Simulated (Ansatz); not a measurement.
The elements of this relaxed trial crystal are hidden behind letters.

```
lattice vectors (Å)
   3.8956    0.0000    0.0000
   0.0000    3.8956    0.0000
   0.0000    0.0000   11.0071
fractional positions
X 0.5000 0.5000 0.5000
Z 0.0000 0.0000 0.7500
Z 0.5000 0.5000 0.0000
Z 0.0000 0.0000 0.2500
Q 0.5000 0.0000 0.8750
Q 0.0000 0.5000 0.1250
Q 0.5000 0.0000 0.3756
Q 0.0000 0.5000 0.6244
```

The calculation used DFT PBE, scalar-relativistic, plane waves, PAW in Ansatz. Cutoff 420 eV, Γ-centred 8×8×4 mesh (8-atom cell), Gaussian smearing of 0.02 eV, no spin polarisation.

* Space group: P-4m2 (No. 115)
* Conventional cell: a = 3.896 Å, c = 11.007 Å
* Volume per atom: 20.88 Å³
* Density: 3.58 g/cm³
* Formation energy: −0.481 eV/atom
* Gap on the 8×8×4 mesh of the 8-atom cell: 1.62 eV

Energies are uncorrected and count from the elements' standard states at the same level.

**Question.** X is a p-block element of period 3, Z is a p-block element of period 4 and Q is a p-block element of period 3. Which elements are they?

**Answer.** X = Al, Z = Ga, Q = P, so the formula is AlGa3P4. Density times volume gives a mean mass of 3.58 × 20.88/1.6605 = 45.0 u per atom, and this set has 45.0 u. Al is surrounded by 4 P at 2.38 Å; Ga on a site of symmetry 2mm is surrounded by 4 P at 2.38–2.39 Å; P on its first site is surrounded by 4 Ga at 2.38 Å; 2 more sites not described. Other sets within the hints have nearly the same mass, so mass alone doesn't settle it; this one was computed.

Kohn–Sham gaps at this level usually fall short of measured ones. A later test with randomly moved atoms came back to the same energy, though modes that don't fit the test's cell weren't probed.
